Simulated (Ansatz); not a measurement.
A geometry of MgF2 away from equilibrium: step 2 of the relaxation of a relaxed MgF2 cell squeezed uniformly to 80 % of its volume. The numbers are results of PBEsol (plane waves to 420 eV, PAW, scalar-relativistic; Ansatz, a first-principles code), not measurements. Γ-centred k-mesh 8×8×8 on the run's cell (coarser than for final values), Fermi–Dirac smearing 0.05 eV. The plane waves were selected for a different cell earlier on the path.

```
MgF2
1.0
   -1.83967     3.01825     4.21522
    1.83967    -3.01825     4.21522
    1.83967     3.01825    -4.21522
Mg F
2 4
Cartesian
  0.00000   1.50913   5.15693
  1.83967   1.50913  -0.94171
  1.83967  -1.50913   2.84910
  0.00000   4.52738   1.36612
  0.00000   0.00000   4.21522
  1.83967   0.00000   0.00000
```

**Question.** What forces act on the atoms (eV/Å)?

**Answer.** 
| atom | Fx | Fy | Fz |
|---|---|---|---|
| Mg1 | 0.00 | 0.00 | 0.18 |
| Mg2 | 0.00 | 0.00 | -0.18 |
| F3 | 0.00 | 0.00 | 0.57 |
| F4 | 0.00 | 0.00 | -0.57 |
| F5 | 0.00 | 0.00 | 0.00 |
| F6 | 0.00 | 0.00 | 0.00 |

The path ends in Imma (No. 74). No spin polarisation in the result.

The run could not lose the symmetry of its start.

The cell that was disturbed is our relaxation of an entry of Materials Project.
